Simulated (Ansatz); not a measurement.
Al3Ni:
```cif
data_Al12Ni4
_chemical_formula_sum 'Al12 Ni4'
_space_group_name_H-M_alt 'Pnma'
_space_group_IT_number 62
_space_group_name_Hall '-P 2ac 2n'
_cell_length_a 6.57462
_cell_length_b 7.30910
_cell_length_c 4.77987
_cell_angle_alpha 90.000
_cell_angle_beta 90.000
_cell_angle_gamma 90.000
loop_
_atom_site_label
_atom_site_type_symbol
_atom_site_symmetry_multiplicity
_atom_site_Wyckoff_symbol
_atom_site_fract_x
_atom_site_fract_y
_atom_site_fract_z
_atom_site_occupancy
Al1 Al 4 c 0.00973 0.25000 0.91466 1
Al2 Al 8 d 0.17131 0.05607 0.36503 1
Ni1 Ni 4 c 0.37065 0.25000 0.05680 1
```

Relaxed at zero pressure with PBEsol (plane waves, PAW; program Ansatz).

Q: The volume is raised by 6 % and shape and atoms relax at that volume. What pressure results, and how do the axes share the change?

A: -6.2 GPa; a 1.9 %, b 1.8 %, c 2.2 %; the energy rises by 18 meV/atom.

Q: Give the new structure.

A: 
Space group Pnma (No. 62); a = 6.698 Å, b = 7.440 Å, c = 4.886 Å, α = β = γ = 90.00°

| atom | site | symmetry | x | y | z |
|---|---|---|---|---|---|
| Al | 4c | .m. | 0.0083 | 0.2500 | 0.9149 |
| Al | 8d | 1 | 0.1700 | 0.0560 | 0.3627 |
| Ni | 4c | .m. | 0.3696 | 0.2500 | 0.0559 |

The phase is kept; no other phase was compared at this pressure.

The workflow started from a Materials Project entry (that database holds measured and hypothetical structures alike); the Crystallography Open Database copy checked does not list it. Its standing as an ambient phase is unchecked. The cell was relaxed with PBEsol under the symmetry of its start; its stability against distortions is not shown here. The run is not spin-polarised. Axis ratios of metals converge slowly with the k-mesh, so a and c are less sure than the volume.

Potentials: the later of the program's two PAW sets.
